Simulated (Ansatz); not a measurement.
ZrN (rock salt, Fm-3m) at seven volumes, the program Ansatz at the PBEsol level (PAW), scaled uniformly. One row is withheld.

```csv
V (Å³/atom),P (GPa)
10.730,?
11.084,19.01
11.437,8.75
11.791,-0.01
12.145,-7.47
12.499,-13.84
12.852,-19.26
```

Q: Fit the shown pressures and predict the withheld one.

A: P = (3/2)B₀(x^(7/2) − x^(5/2))[1 + (3/4)(B′ − 4)(x − 1)] with x = (V₀/V)^(2/3). Least squares on the six rows gives V₀ = 11.791 Å³/atom, B₀ = 269 GPa, B′ = 4.32. At V = 10.730, x = 1.0649 and P = 31.11 GPa. The run itself gave 31.05 GPa.

Symmetry was held in the PBEsol relaxation. No spin polarisation was allowed.

Potentials: the later of the program's two PAW sets.
